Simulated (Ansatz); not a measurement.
Relaxation of a relaxed Rh cell displaced along its unstable phonon at q = (½, 0, 0) of its primitive reciprocal cell (53i cm⁻¹), largest move 0.15 Å; 2 atoms in the cell, which starts as Pmma (No. 51), oP2; a = 5.0246 Å, b = c = 2.5123 Å, α = β = γ = 90.00°. Level of theory: r2SCAN (plane waves to 500 eV, PAW, scalar-relativistic; Ansatz, a program for electronic structure). Γ-centred k-mesh 7×13×13 on the run's cell (coarser than for final values), Fermi–Dirac smearing 0.05 eV. This is the first round of the run. 

The optimiser's lines from the output (shortened; P is positive under compression):

```
relax step   1: F+E_penalty+E_count = -12829.06645859 eV  Δ(F+E_penalty+E_count) = +0.000e0 eV  max|allowed force component| = 7.306e-2 eV/Å  Δτ_max = 0.0000 Å  P = -0.524 GPa  Ω = 31.713 Å³  (8 SCF iters, dr2 threshold 1.00e-7 eV, accepted)
relax step   2: F+E_penalty+E_count = -12829.08637249 eV  Δ(F+E_penalty+E_count) = -1.991e-2 eV  max|allowed force component| = 2.501e-1 eV/Å  Δτ_max = 0.0428 Å  P = +0.627 GPa  Ω = 31.462 Å³  (6 SCF iters, dr2 threshold 2.00e-7 eV, accepted)
relax step   3: F+E_penalty+E_count = -12829.20203019 eV  Δ(F+E_penalty+E_count) = -1.157e-1 eV  max|allowed force component| = 6.263e-1 eV/Å  Δτ_max = 0.0982 Å  P = +0.329 GPa  Ω = 31.192 Å³  (7 SCF iters, dr2 threshold 2.00e-7 eV, accepted)
relax step   4: F+E_penalty+E_count = -12829.50705651 eV  Δ(F+E_penalty+E_count) = -3.050e-1 eV  max|allowed force component| = 7.042e-1 eV/Å  Δτ_max = 0.1950 Å  P = -0.646 GPa  Ω = 30.340 Å³  (9 SCF iters, dr2 threshold 2.00e-7 eV, accepted)
relax step   5: F+E_penalty+E_count = -12829.61971139 eV  Δ(F+E_penalty+E_count) = -1.127e-1 eV  max|allowed force component| = 3.587e-1 eV/Å  Δτ_max = 0.1954 Å  P = +2.865 GPa  Ω = 29.592 Å³  (8 SCF iters, dr2 threshold 2.00e-7 eV, accepted)
relax step   6: F+E_penalty+E_count = -12829.63145006 eV  Δ(F+E_penalty+E_count) = -1.174e-2 eV  max|allowed force component| = 6.205e-2 eV/Å  Δτ_max = 0.0645 Å  P = -4.650 GPa  Ω = 30.518 Å³  (9 SCF iters, dr2 threshold 2.00e-7 eV, accepted)
relax step   7: F+E_penalty+E_count = -12829.64245834 eV  Δ(F+E_penalty+E_count) = -1.101e-2 eV  max|allowed force component| = 1.759e-3 eV/Å  Δτ_max = 0.0110 Å  P = -0.133 GPa  Ω = 29.897 Å³  (7 SCF iters, dr2 threshold 2.00e-7 eV, accepted)
relax step   8: F+E_penalty+E_count = -12829.64247350 eV  Δ(F+E_penalty+E_count) = -1.516e-5 eV  max|allowed force component| = 3.435e-4 eV/Å  Δτ_max = 0.0003 Å  P = +0.003 GPa  Ω = 29.880 Å³  (3 SCF iters, dr2 threshold 1.16e-7 eV, accepted)
relax step   9: F+E_penalty+E_count = -12829.64231391 eV  Δ(F+E_penalty+E_count) = +1.596e-4 eV  max|allowed force component| = 1.839e-4 eV/Å  Δτ_max = 0.0000 Å  P = +0.002 GPa  Ω = 29.880 Å³  stress off target by 1.76e-2 GPa  SCF on the basis re-selected at this cell (its energy is not comparable with the rows above)  (8 SCF iters)
```

From the first to the last row the energy changes by -0.29 eV/atom and the volume by -5.8 %. The last row is marked as not comparable with the walk above it, whose basis was carried along; it does compare with step 1, since both stand on a basis selected at the nominal cutoff for their own cell.

Later rounds, restarted from the end of this one on a renewed k-mesh, logged 9 more steps and released under 0.01 eV/atom more. The final structure after all rounds: P6/mmm (No. 191), hP1, AFLOW prototype A_hP1_191_a (A_f, as in Sn); a = b = 2.6168 Å, c = 2.5198 Å, α = β = 90.00°, γ = 120.00°. Between re-selections the logged energies stand on a plane-wave basis carried along with the cell. No spin polarisation in the result.

The run could not lose the symmetry of its start: the end is stationary, and may be a saddle point rather than a minimum.

The relaxed structure here is a generated cell of Rh: the first start was made by placing the elements on the sites of a structure type, and the end was not matched to a known phase here, so it may be hypothetical. Known forms of Rh include space group No. 225.
